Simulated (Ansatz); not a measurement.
The relaxed structure here is a generated cell of SnO: the first start was made by placing the elements on the sites of a structure type, and the end was not matched to a known phase here, so it may be hypothetical. Known forms of SnO include space group No. 129.

The end point of a relaxation of SnO. Space group F-43m (No. 216), zinc blende type. All values below come from PBEsol (plane waves to 420 eV, PAW, scalar-relativistic; Ansatz, a program for electronic structure).

```cif
data_OSn
_chemical_formula_sum 'O1 Sn1'
_space_group_name_H-M_alt 'P 1'
_space_group_IT_number 1
_cell_length_a 3.80054
_cell_length_b 3.80054
_cell_length_c 3.80054
_cell_angle_alpha 60.000
_cell_angle_beta 60.000
_cell_angle_gamma 60.000
loop_
_space_group_symop_operation_xyz
  'x, y, z'
loop_
_atom_site_label
_atom_site_type_symbol
_atom_site_fract_x
_atom_site_fract_y
_atom_site_fract_z
_atom_site_occupancy
O1 O 0.25000 0.25000 0.25000 1
Sn1 Sn 0.00000 0.00000 0.00000 1
```

For SnO, the volume per atom is 19.41 Å³ and the density is 5.76 g/cm³. The band gap is zero (metallic), the shortest distances is O–Sn 2.33 Å and the k-mesh is 15×15×15.

Band energies at high-symmetry points (eV from the Fermi level; labels of this space group; no spin-orbit coupling), from −5 eV up to 4.2 eV:

| point | energies |
|---|---|
| Γ | -3.81 -3.81 -3.81 |
| X | -0.75 -0.12 |
| U | -4.79 -0.33 0.67 3.38 |
| K | -4.79 -0.33 0.67 3.38 |
| L | -4.25 -4.25 -2.43 1.61 |
| W | 0.08 1.23 2.62 |

No spin polarisation in the result.

The run could not lower the symmetry of its start; a shaken copy of this end point relaxes with PBEsol to R3m (No. 160), 0.15 eV/atom lower.
